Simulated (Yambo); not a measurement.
G0W0@LDA for RbHgF3 (cubic perovskite, space group Pm-3m, No. 221) in Yambo. Reference settings: 4×4×4 Γ-centred k mesh, bands 5 to 143 and a 7 Ry block in the screening, 143 bands in G with the Bruneval-Gonze terminator, plasmon pole fitted at 27.2 eV. The LDA gap R → Γ on this mesh is 0.35 eV; G0W0 gaps are taken between the same points.

The settings were changed. The gap went from 2.46 eV to 3.12 eV, and the shift of the valence edge from -1.06 eV to -1.58 eV.

Task: Which change was made?
A) 2×2×2 mesh
B) 41 bands in W, 41 bands in G, 3 Ry block
C) 41 bands in W, 41 bands in G, 2 Ry block
D) 112 bands in W, 112 bands in G, 2 Ry block

Result: D, 112 bands in W, 112 bands in G, 2 Ry block. The others gave (gap, valence shift): 2×2×2 mesh: 2.52, -0.99 eV; 41 bands in W, 41 bands in G, 2 Ry block: 3.85, -1.73 eV; 41 bands in W, 41 bands in G, 3 Ry block: 3.47, -1.32 eV.

Spin-orbit coupling is not included.

Geometry of the Materials Project entry, not relaxed at this level; primitive cell a = b = c = 4.549 Å, α = β = γ = 90.00°.

A shift is the quasiparticle energy of the state minus its LDA energy.
